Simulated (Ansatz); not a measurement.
CoSn (CoSn type, space group P6/mmm)

```
CoSn
1.0
    5.21781     0.00000     0.00000
   -2.60891     4.51876     0.00000
    0.00000     0.00000     4.17247
Co Sn
3 3
Cartesian
  2.60891   0.00000   0.00000
  1.30445   2.25938   0.00000
 -1.30445   2.25938   0.00000
  0.00000   0.00000   0.00000
  0.00000   3.01251   2.08624
  2.60891   1.50625   2.08624
```

Equation-of-state scan: isotropic scaling of the cell above, V₀ being its volume. Symmetry pins the atoms to their sites.

Level of theory: PBEsol (plane waves to 420 eV, PAW, scalar-relativistic; Ansatz, an electronic-structure program). k mesh 10×10×11 (Γ-centred), Fermi-Dirac smearing 0.05 eV. Energies are smeared free energies. Compression counts positive. With the shape held, the modulus is that of even scaling; a crystal free to change shape is softer. CoSn is run without spin polarisation. CoSn was relaxed with its symmetry unable to fall. The zero of ΔE is the relaxed starting cell. The last digit holds for this mesh only.

```csv
V (Å³/atom),ΔE (meV/atom)
15.413,withheld
15.577,20.6
15.741,12.9
15.905,7.1
16.069,3.1
16.232,0.8
16.396,0.0
16.560,0.7
16.724,2.9
16.888,6.3
17.052,11.1
17.216,17.0
17.380,24.0
```

**Question.** Fit a third-order Birch-Murnaghan form (E₀, V₀, B₀, B₀′ free) to the given rows and predict ΔE at V = 15.413.

**Answer.** Least squares on the 12 given rows: ΔE = E₀ + (9V₀B₀/16)·y²·[2 + (B₀′ − 4)y], y = (V₀/V)^(2/3) − 1, with V₀ = 16.396 Å³/atom, B₀ = 145.9 GPa (160.2 GPa = 1 eV/Å³; the term in eV is multiplied by 1000), B₀′ = 4.81, E₀ = 0.00 meV/atom; root-mean-square residual 0.03 meV/atom. At 15.413 the fit gives 30.2 meV/atom; the calculation gives 30.2 meV/atom, the same to the digits shown. For the pressure the fit gives 10.5 GPa against the computed 10.5 GPa.

(A scan under strain: stresses follow from slopes of the energy per volume, elastic moduli from its curvatures.)
